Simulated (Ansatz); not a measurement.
BaBrF:
```cif
data_Ba2Br2F2
_chemical_formula_sum 'Ba2 Br2 F2'
_space_group_name_H-M_alt 'P4/nmm :1'
_space_group_IT_number 129
_space_group_name_Hall 'P 4ab 2ab -1ab'
_cell_length_a 4.52588
_cell_length_b 4.52588
_cell_length_c 7.46969
_cell_angle_alpha 90.000
_cell_angle_beta 90.000
_cell_angle_gamma 90.000
loop_
_space_group_symop_operation_xyz
  'x, y, z'
  '-y+1/2, x+1/2, z'
  '-x, -y, z'
  'y+1/2, -x+1/2, z'
  'x+1/2, -y+1/2, -z'
  '-y, -x, -z'
  '-x+1/2, y+1/2, -z'
  'y, x, -z'
  '-x+1/2, -y+1/2, -z'
  'y, -x, -z'
  'x+1/2, y+1/2, -z'
  '-y, x, -z'
  '-x, y, z'
  'y+1/2, x+1/2, z'
  'x, -y, z'
  '-y+1/2, -x+1/2, z'
loop_
_atom_site_label
_atom_site_type_symbol
_atom_site_symmetry_multiplicity
_atom_site_Wyckoff_symbol
_atom_site_fract_x
_atom_site_fract_y
_atom_site_fract_z
_atom_site_occupancy
Ba1 Ba 2 c 0.50000 0.00000 0.19016 1
Br1 Br 2 c 0.00000 0.50000 0.34897 1
F1 F 2 a 0.00000 0.00000 0.00000 1
```

Relaxed with r²SCAN. Plane-wave PAW r²SCAN (Ansatz code) gives a gap of 5.41 eV.

**Question.** What gap does HSE06 give on the same cell (Ansatz, PAW)?

**Answer.** 6.09 eV, 0.69 eV more. The hybrid was solved on a coarser mesh and at special points; the gap given is the minimum over both.

Cost on shared cores: the r²SCAN run (SCF on a 6×6×4 mesh, then bands and DOS) around 120 core-seconds (rough), the HSE06 run (SCF on 4×4×3, then a few points) very roughly 2.5 core-minutes; the tasks are unlike.

The first step of the workflow began from a Materials Project structure, measured or hypothetical; the Crystallography Open Database files this formula in space group No. 129, but the cells were not matched. Its standing as an ambient phase is unchecked. Symmetry was held in the r²SCAN relaxation; whether a distortion lowers the energy is not shown. Scalar-relativistic: spin–orbit coupling is off unless named, which matters more the heavier the elements.

Potentials: the later of the program's two PAW sets.
